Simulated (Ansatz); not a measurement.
B (diamond, Fd-3m) at seven volumes, PBEsol (plane waves, PAW; program Ansatz), scaled uniformly. One row is withheld.

| V (Å³/atom) | P (GPa) |
|---|---|
| 7.455 | 20.36 |
| 7.701 | 12.61 |
| 7.947 | 5.86 |
| 8.192 | -0.03 |
| 8.438 | ? |
| 8.684 | -9.66 |
| 8.930 | -13.58 |

Fit the shown pressures and predict the withheld one.

P = (3/2)B₀(x^(7/2) − x^(5/2))[1 + (3/4)(B′ − 4)(x − 1)] with x = (V₀/V)^(2/3). Least squares on the six rows gives V₀ = 8.191 Å³/atom, B₀ = 183 GPa, B′ = 3.53. At V = 8.438, x = 0.9804 and P = -5.16 GPa. The run itself gave -5.17 GPa.

The start of the workflow was typed in or built on a structure type; neither database checked (COD, Materials Project) lists it. It is not the phase usual at ambient conditions (space group No. 166). The cell was relaxed with PBEsol under the symmetry of its start. At this level the phase is mechanically unstable.

Potentials: the later of the program's two PAW sets.
